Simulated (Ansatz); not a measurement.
SiNi2:
```yaml
crystal:
  lattice:
    - [4.87779, 0.00000, 0.00000]
    - [0.00000, 3.66097, 0.00000]
    - [0.00000, 0.00000, 6.93770]
  atoms:
    - { symbol: Si, position: [0.29116, 0.25000, 0.61332] }
    - { symbol: Si, position: [0.70884, 0.75000, 0.38668] }
    - { symbol: Si, position: [0.20884, 0.75000, 0.11332] }
    - { symbol: Si, position: [0.79116, 0.25000, 0.88668] }
    - { symbol: Ni, position: [0.45800, 0.25000, 0.29279] }
    - { symbol: Ni, position: [0.54200, 0.75000, 0.70721] }
    - { symbol: Ni, position: [0.04200, 0.75000, 0.79279] }
    - { symbol: Ni, position: [0.95800, 0.25000, 0.20721] }
    - { symbol: Ni, position: [0.32884, 0.25000, 0.93965] }
    - { symbol: Ni, position: [0.67116, 0.75000, 0.06035] }
    - { symbol: Ni, position: [0.17116, 0.75000, 0.43965] }
    - { symbol: Ni, position: [0.82884, 0.25000, 0.56035] }
```

Relaxed with LDA. Special points in fractions of this cell's reciprocal vectors: Γ (0.000, 0.000, 0.000); X (0.500, 0.000, 0.000); S (0.500, 0.500, 0.000); Y (0.000, 0.500, 0.000); Z (0.000, 0.000, 0.500); U (0.500, 0.000, 0.500); R (0.500, 0.500, 0.500); T (0.000, 0.500, 0.500).

Q: List the band energies nearest the Fermi level at these points for LDA in the plane-wave PAW code Ansatz.

A: In eV from the Fermi level; about four levels below and three above (degenerate sets whole), none deeper than 8.9 eV; points with the same levels are listed once.

```csv
k,below,above
Γ,-1.04 -1.02 -0.64 -0.16,0.78 0.98 1.81
X,-1.16 -1.16 -1.03 -1.03,1.27 1.27 2.12 2.12
S,-0.82 -0.82 -0.82 -0.82,0.01 0.01 0.01 0.01
Y,-1.01 -1.01 -1.01 -1.01,0.80 0.80 1.41 1.41
Z,-1.12 -1.12 -0.38 -0.38,0.21 0.21 1.45 1.45
U,-1.03 -1.03 -0.58 -0.58,0.28 0.28 1.94 1.94
R,-0.76 -0.76 -0.76 -0.76,0.52 0.52 0.52 0.52
T,-0.45 -0.45 -0.37 -0.37,1.35 1.35 2.12 2.12
```

Space group Pnma. Symmetry was held in the LDA relaxation; of distortions, only those at the zone centre were tested. The run is not spin-polarised.

Potentials: the later of the program's two PAW sets.
